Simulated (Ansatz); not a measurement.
Input for Ansatz (plane-wave DFT, PAW):

```yaml
crystal:
  lattice:
    - [3.9258842006, 0.0, 0.0]
    - [0.0, 3.9258842006, 0.0]
    - [0.0, 0.0, 7.9090540564]
  atoms:
    - { symbol: Bi, position: [0.5, 0.0, 0.337975836] }
    - { symbol: Bi, position: [0.0, 0.5, 0.662024164] }
    - { symbol: Cl, position: [0.0, 0.5, 0.1651688298] }
    - { symbol: Cl, position: [0.5, 0.0, 0.8348311702] }
    - { symbol: O, position: [0.0, 0.0, 0.5] }
    - { symbol: O, position: [0.5, 0.5, 0.5] }
basis:
  ecutwfc: 420
kpoints:
  mp_grid: { grid: [6, 6, 4] }
hamiltonian:
  xc: pbesol
scf:
  occupations: { method: gaussian, width: 0.02 }
output:
  forces: true
  stress: true
  eigenvalues: true
relax:
  adjacent_minimum: "off"
  f_tol: 0.01
  max_steps: 30
  cell: { stress_tol: 0.1, fix: [volume] }
```

Run as
```bash
ansatz run input.yaml --threads 1 --pin off --max-ram 2560MiB --backend cpu --events-out ev --progress --plain --runs-dir out
```

Level of theory: DFT PBEsol, scalar-relativistic, plane waves, PAW in Ansatz 0.2.0.

From the run's log, abridged (final results; tables in files aren't shown):

```
SCF 8 converged in 4 iterations: F = -27729.989779 eV  dr2 = 1.07e-10
SCF converged after 4 iterations
Free energy (F): -27729.989779 eV
Harris-Foulkes:  -27729.989779 eV  (|F-HF|=1.02e-10)
Internal energy: -27729.989779 eV  (E = F + TS)
E sigma→0 (E₀):  -27729.989779 eV
Fermi energy:    7.730040 eV
--- Per-component energies (eV) ---
  E_band       = -276.003778
  E_kinetic    = 1272.248792
  E_local      = -5808.768899  (includes V_loc(G=0)·N_el)
  E_nonlocal   = 1287.396494
  E_hartree    = 2167.007526
  E_xc         = -659.751055
  E_vxc        = -719.604819  (∫ρ·V_xc dr)
  E_paw        = -22606.910970  (= ΣΔE_a)
  E_vpaw       = -641.294432  (= ΣTr[D̂ρ^β])
  E_aug_tail   = 0.004212  (compensation charges beyond the density's cutoff)
  E_ewald      = -3381.622824
  E_core_change = 0.406944  (= ΣΔE_core)
  E_smearing   =  0.000000  (= −TS)
--- Forces (eV/Å), atoms counted from 1 ---
  atom   1  Bi     0.00000000     0.00000000     0.00017293
  atom   2  Bi     0.00000000     0.00000000    -0.00017293
  atom   3  Cl     0.00000000     0.00000000    -0.00010832
  atom   4  Cl     0.00000000     0.00000000     0.00010832
  atom   5  O      0.00000000     0.00000000     0.00000000
  atom   6  O      0.00000000     0.00000000     0.00000000
--- Stress (GPa, compression-positive) ---
       -0.841796       0.000000       0.000000
        0.000000      -0.841796       0.000000
        0.000000       0.000000      -0.830347
  P = ⅓ Tr σ = -0.8380 GPa (-8.380 kbar)
--- Band table (eV; the first three rows and the last of 30) ---
  k-point 0: bands = ["-15.4387", "-15.2289", "-15.2261", "-15.2261", "-15.2133", "-15.1789", "-15.1606", "-15.1526", "-15.1526", "-15.1339", "-12.0016", "-9.3128", "-7.0652", "-6.9907", "-2.8518", "-0.4147", "1.9165", "1.9165", "4.7442", "4.8621", "4.8621", "4.9263", "5.3054", "5.3054", "5.3277", "5.3277", "5.4556", "5.7532", "9.2172", "9.7884", "11.7646", "11.7646", "13.5913", "13.5913"]
  k-point 1: bands = ["-15.4387", "-15.2289", "-15.2261", "-15.2261", "-15.2133", "-15.1790", "-15.1606", "-15.1526", "-15.1526", "-15.1339", "-12.0013", "-9.3128", "-7.1580", "-6.8931", "-2.8514", "-0.4314", "1.9195", "1.9195", "4.7440", "4.7880", "4.8046", "4.8046", "5.2631", "5.2631", "5.4326", "5.4326", "5.6630", "5.8135", "9.1293", "9.5710", "11.7414", "11.7414", "13.5933", "13.5933"]
  k-point 2: bands = ["-15.4387", "-15.2289", "-15.2261", "-15.2261", "-15.2133", "-15.1789", "-15.1606", "-15.1526", "-15.1526", "-15.1339", "-12.0009", "-9.3128", "-7.2068", "-6.8395", "-2.8509", "-0.4480", "1.9225", "1.9225", "4.6958", "4.7442", "4.7561", "4.7561", "5.2538", "5.2538", "5.4960", "5.4960", "5.8095", "5.8983", "9.0480", "9.3524", "11.7184", "11.7184", "13.5952", "13.5952"]
  k-point 29: bands = ["-15.4285", "-15.4285", "-15.2030", "-15.2030", "-15.1530", "-15.1530", "-15.1504", "-15.1504", "-15.1423", "-15.1423", "-10.1532", "-10.1532", "-6.5043", "-6.5043", "-3.3704", "-3.3704", "1.8954", "1.8954", "3.4705", "3.4705", "3.8706", "3.8706", "4.9099", "4.9099", "5.3719", "5.3719", "5.8127", "5.8127", "10.7773", "10.7773", "12.2304", "12.2304", "12.9014", "12.9014"]
--- Relaxed structure (6 steps of the walk, 6 accepted, 2 SCFs on fresh bases) ---
  F+E_penalty+E_count = -27729.98977870 eV   max|allowed force component| = 1.729e-4 eV/Å   (the final SCF, on the basis selected at the relaxed cell)
  cell:  # Å, volume = 121.8988 Å³
    - [3.86566571, 0.0, 0.0]
    - [0.0, 3.86566571, 0.0]
    - [0.0, 0.0, 8.15738432]
  atoms:
    - { symbol: Bi, position: [0.5, 0.0, 0.34443522] }
    - { symbol: Bi, position: [0.0, 0.5, 0.65556477] }
    - { symbol: Cl, position: [0.0, 0.5, 0.17757967] }
    - { symbol: Cl, position: [0.5, 0.0, 0.82242032] }
    - { symbol: O, position: [0.0, 0.0, 0.5] }
    - { symbol: O, position: [0.5, 0.5, 0.5] }
```

The relaxation met its thresholds.

It took 52 s on 1 thread of Arm Neoverse V2, with other jobs on the host, peak memory 0.42 GiB.

Spin–orbit coupling is left out, which can shift energies with elements as heavy as these.